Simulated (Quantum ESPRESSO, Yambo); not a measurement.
**Quasiparticle gap of PtS2 monolayer**

```
CELL_PARAMETERS angstrom
      3.54014     0.00000     0.00000
     -1.77007     3.06585     0.00000
      0.00000     0.00000    15.50000
ATOMIC_POSITIONS crystal
  S  0.66667 0.33333 0.91988
  S  0.33333 0.66667 0.08012
  Pt 0.00000 0.00000 0.00000
```

The layer was cut from Materials Project entry mp-762 and relaxed with PBE+D3(BJ) in a cell 15.5 Å high, with the Coulomb interaction truncated along z.

Starting point: PBE (Quantum ESPRESSO, PseudoDojo norm-conserving, 84 Ry, no spin-orbit coupling). G0W0 in Yambo: 6×6×1 Γ-centred k mesh, bands 5 to 114 and a 6 Ry block in the screening, 114 bands in G with the Bruneval-Gonze terminator, plasmon pole fitted at 27.2 eV, slab-truncated Coulomb interaction, stochastic integration of W near q = 0.

```yaml
PBE gap along the band path: 1.81 eV
PBE gap between the mesh's edge points ((0.167, 0.167) → (0, 0.167)): 2.08 eV
G0W0 gap between the same points: 3.29 eV
PBE smallest direct gap on the mesh (at (0, 0.167)): 2.08 eV
G0W0 direct gap at that point: 3.22 eV
smallest G0W0 gap among all computed states (the edges move to other k points): 3.22 eV
```

```csv
k point,band,E PBE (eV),E QP (eV),shift (eV),Z
Γ,VB,-0.23,-0.74,-0.50,0.74
Γ,CB,3.26,4.09,0.84,0.74
"(0, 0.167)",VB,-0.01,-0.38,-0.37,0.74
"(0, 0.167)",CB,2.08,2.84,0.76,0.75
M,VB,-1.42,-2.05,-0.63,0.73
M,CB,2.89,3.76,0.87,0.74
"(0.167, 0.167)",VB,0.00,-0.45,-0.45,0.74
"(0.167, 0.167)",CB,2.11,2.87,0.76,0.75
```

Energies count from the PBE valence-band maximum.

Convergence of the G0W0 settings was not tested.

Spin-orbit coupling is left out, which matters for elements this heavy: edges can move by tenths of an eV.
